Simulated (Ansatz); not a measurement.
InSb:
```
InSb
1.0
    5.85948     0.00000     0.00000
    0.00000     5.91544     0.00000
    0.00000     0.00000     3.20766
In Sb
2 2
Direct
  0.00000   0.00000   0.02853
  0.50000   0.50000   0.97147
  0.00000   0.50000   0.23101
  0.50000   0.00000   0.76899
```

Relaxed with r²SCAN. Special points in fractions of this cell's reciprocal vectors: Γ (0.000, 0.000, 0.000); X (0.500, 0.000, 0.000); S (0.500, 0.500, 0.000); Y (0.000, 0.500, 0.000); Z (0.000, 0.000, 0.500); U (0.500, 0.000, 0.500); R (0.500, 0.500, 0.500); T (0.000, 0.500, 0.500).

Problem. List the band energies nearest the Fermi level at these points for r²SCAN (plane waves, PAW; program Ansatz).

Solution. In eV from the Fermi level; about four levels below and three above (degenerate sets whole), none deeper than 8.9 eV; points with the same levels are listed once.

```json
[
 {"k": "Γ", "below": "-4.89 -3.26 -2.29 -2.25", "above": "3.61 3.92 4.90"},
 {"k": "X", "below": "-6.14 -6.14 -3.87 -3.87", "above": "0.26 0.26 3.44 3.44"},
 {"k": "S", "below": "-7.76 -7.76 -0.55 -0.55", "above": "1.83 1.83 2.00 2.00"},
 {"k": "Y", "below": "-6.06 -6.06 -3.86 -3.86", "above": "0.14 0.14 3.39 3.39"},
 {"k": "Z", "below": "-2.17 -1.00 -0.80 -0.75", "above": "0.66 1.01 3.03"},
 {"k": "U", "below": "-1.61 -1.61 -1.19 -1.19", "above": "3.14 3.14 3.15 3.15"},
 {"k": "R", "below": "-4.22 -4.22 -2.85 -2.85", "above": "2.90 2.90 3.59 3.59"},
 {"k": "T", "below": "-1.41 -1.41 -1.00 -1.00", "above": "2.80 2.80 3.09 3.09"}
]
```

Space group Pmmn. The first step of the workflow began from a Materials Project structure, measured or hypothetical; the Crystallography Open Database copy checked does not list it. It is not the phase usual at ambient conditions (space group No. 216). The cell was relaxed with r²SCAN under the symmetry of its start; whether a distortion lowers the energy is not shown. Spin–orbit coupling is left out wherever it is not named.

Potentials: the later of the program's two PAW sets.
